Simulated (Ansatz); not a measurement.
Input:

Zr5Sn3Se:
```
CELL_PARAMETERS angstrom
      8.62117     0.00000     0.00000
     -4.31059     7.46616     0.00000
      0.00000     0.00000     6.05492
ATOMIC_POSITIONS crystal
  Zr 0.33333 0.66667 0.50000
  Zr 0.66667 0.33333 0.50000
  Zr 0.66667 0.33333 0.00000
  Zr 0.33333 0.66667 0.00000
  Zr 0.73731 0.00000 0.25000
  Zr 0.26269 0.00000 0.75000
  Zr 0.73731 0.73731 0.75000
  Zr 0.26269 0.26269 0.25000
  Zr 0.00000 0.73731 0.25000
  Zr 0.00000 0.26269 0.75000
  Sn 0.39611 0.00000 0.25000
  Sn 0.60389 0.00000 0.75000
  Sn 0.39611 0.39611 0.75000
  Sn 0.60389 0.60389 0.25000
  Sn 0.00000 0.39611 0.25000
  Sn 0.00000 0.60389 0.75000
  Se 0.00000 0.00000 0.50000
  Se 0.00000 0.00000 0.00000
```

This is the r²SCAN-relaxed structure.

### Question
All from the program Ansatz at the r²SCAN level (PAW), unless another level is named. Estimate the electronic character.

### Answer
metallic (no gap).

### Question
And the density of states at the Fermi level?

### Answer
0.37 states/eV per atom (mean over ±0.08 eV).

### Question
Next, the formation energy from the elements (no fitted shifts)?

### Answer
-0.89 eV/atom.

Space group P6_3/mcm. The workflow started from a Materials Project entry (that database holds measured and hypothetical structures alike); the Crystallography Open Database copy checked does not list it. Whether it is the stable phase at ambient conditions was not checked. The r²SCAN relaxation kept the symmetry of its start; whether a distortion lowers the energy is not shown. No spin polarisation was allowed. The references are the lowest solids computed at this level, not always the standard phases. Spin–orbit coupling is left out wherever it is not named.

Potentials: the earlier of the program's two PAW sets.
